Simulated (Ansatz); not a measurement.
Sr:
Space group Fm-3m (No. 225); a = b = c = 5.929 Å, α = β = γ = 90.00°

| atom | site | symmetry | x | y | z |
|---|---|---|---|---|---|
| Sr | 4a | m-3m | 0.0000 | 0.0000 | 0.0000 |
(The calculation used a cell of 1 atom; values per cell refer to that cell.)

Relaxed with PBE+D3(BJ) in the plane-wave PAW code Ansatz. Indices refer to the conventional cell of Fm-3m, a = b = c = 5.9290 Å, α = β = γ = 90.00°.

**Question.** Simulate the powder diffraction pattern (Cu Kα, λ = 1.54184 Å; lines above 1 %) up to 2θ = 90°.

**Answer.** Simulated powder pattern, Cu Kα, λ = 1.54184 Å (kinematic, ideal powder, no thermal factors, no anomalous dispersion; the 30 strongest lines at most, above 1 %, up to 2θ = 90°):

```csv
2θ (°),d (Å),I/Imax (%),hkl
26.03,3.423,100,(111)
30.15,2.964,52,(200)
43.16,2.096,38,(220)
51.09,1.788,46,(311)
53.54,1.712,13,(222)
62.68,1.482,6.2,(400)
69.05,1.360,18,(331)
71.11,1.326,17,(420)
79.14,1.210,13,(422)
85.01,1.141,14,(511)+(333)
```

Symmetry was held in the PBE+D3(BJ) relaxation. The pairwise dispersion correction was not fitted to metals.

Potentials: the earlier of the program's two PAW sets.
